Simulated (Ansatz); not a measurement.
MgS:
Space group Fm-3m (No. 225); a = 5.2297 Å, b = 5.2297 Å, c = 5.2297 Å, α = 90.00°, β = 90.00°, γ = 90.00°

```csv
atom,site,symmetry,x,y,z
Mg,4a,m-3m,0.0000,0.0000,0.0000
S,4b,m-3m,0.5000,0.5000,0.5000
```
(The calculation used a cell of 2 atoms; values per cell refer to that cell.)

Relaxed with PBE. 

Question: HSE06 on this cell (Ansatz, a quantum-chemistry and plane-wave program, PAW) gives a gap of 3.77 eV. What does PBE give?

Answer: 2.76 eV.

Cost on shared cores: the PBE run (SCF on a 9×9×9 mesh, then bands and DOS) about 10 core-seconds (a rough figure), the HSE06 run (SCF on 7×7×7, then a few points) around 110 core-seconds (rough); the tasks are unlike.

The PBE relaxation kept the symmetry of its start; phonons on a q-mesh show no instability.

Potentials: the later of the program's two PAW sets.

Ansatz is a plane-wave DFT program.
